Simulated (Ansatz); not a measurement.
**ZrIr₂: pressure against volume**

A database entry relaxed whole under r2SCAN (Fd-3m):

```
Zr Ir
1.0
     0.00000    3.69346    3.69346
     3.69346    0.00000    3.69346
     3.69346    3.69346    0.00000
Zr Ir
2 4
Direct
  0.00000 0.00000 0.00000
  0.25000 0.25000 0.25000
  0.62500 0.62500 0.62500
  0.12500 0.62500 0.62500
  0.62500 0.62500 0.12500
  0.62500 0.12500 0.62500
```

The cell was scaled uniformly, its shape held, and the atoms relaxed at each volume with plane-wave PAW DFT (Ansatz 0.2.0; r2SCAN, 500 eV, 8×8×8 Γ-centred mesh, fermi-dirac occupations of width 0.100 eV; no spin, no spin-orbit coupling). One row is withheld.

```tsv
volume (Å³/atom)	energy over the lowest (meV/atom)	pressure (GPa)
15.787	54.9	18.84
16.123	23.2	11.85
16.459	5.4	5.59
16.795	0.0	0.00
17.131	5.7	-5.00
17.467	?	?
17.803	45.8	-13.46
```

**Question.** Fit the pressures of the other rows to the third-order Birch-Murnaghan form.

**Answer.** With f = [(V₀/V)^(2/3) − 1]/2 and P = 3B₀f(1 + 2f)^(5/2)[1 + 3(B₀′ − 4)f/2], least squares gives V₀ = 16.79 Å³ an atom, B₀ = 264 GPa and B₀′ = 4.6; the rows miss the fit by less than 0.01 GPa. The slope of the energies differs from these pressures by 0.18 GPa, since they are taken to zero smearing while pressures follow the free energy.

**Question.** What does the withheld row hold?

**Answer.** The fit gives -9.47 GPa at 17.467 Å³; the run gave -9.47 GPa and 21.3 meV an atom.

Caveats: the shape of the cell was held; 0 K, fixed nuclei; the symmetry was kept, and this need not be the phase that is stable at 0 K; one mesh for all volumes; pressure is positive in compression.
